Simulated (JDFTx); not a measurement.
System: disilylmethane, CH8Si2 (SMILES [SiH3]C[SiH3]), charge 0, multiplicity 1; geometry: optimised with GFN2-xTB in vacuum (no frequencies checked; largest PBE force component 0.7 eV/Å). Z-matrix (Å, degrees):
```
C
H 1 1.0909
H 1 1.0910 2 105.89
Si 1 1.8985 2 108.75 3 -116.70
H 4 1.4644 1 109.90 2 -62.72
H 4 1.4644 5 109.59 1 120.83
H 4 1.4671 5 108.94 6 119.10
Si 1 1.8985 2 108.74 3 116.71
H 8 1.4644 1 109.90 2 -177.54
H 8 1.4644 9 109.58 1 120.81
H 8 1.4671 9 108.95 10 119.10
```

Computed with a modified build of JDFTx: PBE, GBRV ultrasoft potentials, plane waves to 20/100 Ha. Liquid: CANDLE, water, 1 M NaF. The liquid run sits in a periodic box with 3.75 Å from the outermost atoms to the faces; the vacuum run is isolated. The box matters at about 0.01 eV. The solvation energy is E(in liquid) − E(vacuum) at fixed geometry, with no thermal, conformational or standard-state terms added.

The values are those of the intact species: the continuum can't coordinate to it or react with it.

```
Quantity                                                                             Result
-------------------------------------------------------------  ----------------------------
solvation energy                                                               2.3 kcal/mol
part: cavitation term of the fluid                                            14.1 kcal/mol
part: dispersion term of the fluid                                           -10.2 kcal/mol
part: electrostatic term of the fluid                                         -1.9 kcal/mol
part: distortion of the solute's electrons                                     0.3 kcal/mol
dipole moment in vacuum                                                              0.70 D
dipole moment in the liquid                                                          1.02 D
highest occupied level in vacuum (zero: vacuum level)                              -7.46 eV
highest occupied level in the liquid (zero: bulk electrolyte)                      -7.15 eV
volume of the model's cavity                                                       291.5 Å³
rough cost, vacuum and liquid run                              3 min and 2 min of core time
```
